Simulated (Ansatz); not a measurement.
Q: Mg (hcp (Mg type), space group No. 194) is relaxed with PBEsol (plane waves, PAW; program Ansatz). What lattice parameters of the conventional cell result?

A: a = 3.189 Å, c = 5.109 Å.

Space group P6_3/mmc (hcp (Mg type)). The cell was relaxed with PBEsol under the symmetry of its start. Axis ratios of metals converge slowly with the k-mesh, so a and c are less sure than the volume.

Potentials: the later of the program's two PAW sets.
